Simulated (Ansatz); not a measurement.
**What DFT gives for Te₃As₂**

```
As Te
1.0
     0.00000    4.00117    0.00000
     7.14520   -2.00058    0.00000
     0.87706    0.00000   -9.81376
As Te
4 6
Direct
  0.20260 0.40520 0.85920
  0.79740 0.59480 0.14080
  0.61330 0.22660 0.55940
  0.38670 0.77340 0.44060
  0.02890 0.05780 0.71320
  0.97110 0.94220 0.28680
  0.77770 0.55540 0.66100
  0.22230 0.44460 0.33900
  0.37440 0.74880 0.96450
  0.62560 0.25120 0.03550
```

Method: r2SCAN, no spin polarisation; PAW, plane waves to 500 eV, 7×7×3 Γ-centred mesh, fermi-dirac occupations (width 0.1 eV) (Ansatz 0.2.0), atoms fixed.

(1) What do density and ELF say about some of the short contacts?

(2) Is there a gap, and of what kind?

(3) Which element gives electrons and which takes them?

(4) What is the character of the valence top and the conduction bottom?

Origin: a database entry at a rescaled volume. Caveats: no spin-orbit coupling, which can shift this gap by tenths of an eV.

Results:

(1) As–Te at 2.63 Å: least valence density 0.50 e/Å³ and ELF 0.71 there, a shared, covalent-like contact. Both are smooth PAW fields, read partly inside the augmentation spheres.

(2) The gap is 0.51 eV, indirect (the least direct gap found is 0.60 eV).

(3) Bader charges in e: Te -0.12 to -0.09, As +0.09 to +0.21. In the mean As gives up most and Te takes most, against the order of Pauling's electronegativities.

(4) Within 0.7 eV of the edges, the states project mainly on Te p (82 %) below the gap and on As p (46 %) and Te p (41 %) above it.
